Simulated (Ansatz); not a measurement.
InP:
```yaml
crystal:
  lattice:
    - [0.00000, 2.95331, 2.95331]
    - [2.95331, 0.00000, 2.95331]
    - [2.95331, 2.95331, 0.00000]
  atoms:
    - { symbol: P, position: [0.75000, 0.75000, 0.75000] }
    - { symbol: In, position: [0.00000, 0.00000, 0.00000] }
```

Relaxed with r²SCAN.

Give the Bader charges and basin volumes of the independent atoms, r²SCAN in the plane-wave PAW code Ansatz.



| atom | Bader charge (e) | Bader volume (Å³) |
|---|---|---|
| P1 | -0.97 | 29.9 |
| In2 | +0.97 | 21.6 |

Space group F-43m (zinc blende). The cell was relaxed with r²SCAN under the symmetry of its start.

Potentials: the later of the program's two PAW sets.
